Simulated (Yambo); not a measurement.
```xyz
8
Lattice="5.5411 -2.1693 0.0000 5.5411 2.1693 0.0000 -2.1482 0.0000 7.1198" Properties=species:S:1:pos:R:3 pbc="T T T"
H      9.1313     0.0000     4.4070
H     -0.1974     0.0000     2.7129
O      8.1728     0.0000     4.2433
O      0.7612     0.0000     2.8766
Br     5.0055     0.0000     5.8851
Br     3.9284     0.0000     1.2347
Sr     7.1458     0.0000     1.9665
Sr     1.7882     0.0000     5.1533
```

The geometry is that of Materials Project entry mp-1080045, symmetrised and not relaxed again.

Task: Where are the main features of Im ε from RPA with local fields on LDA bands (Yambo; 4×4×2 mesh, 124 bands, 3 Ry local-field block, 0.2 eV broadening; field along x)?

Result: Peaks at 7.4 eV (4.0), 18.5 eV (0.7), heights in brackets. Structure narrower than a few tenths of an eV can come from the finite k mesh. Convergence of the RPA response with its 4×4×2 mesh was not tested. No excitonic effects at this level. 

Spin-orbit coupling is not included.

The structure is a Materials Project entry; no match was found in the copy of COD used, and its stability was not checked.
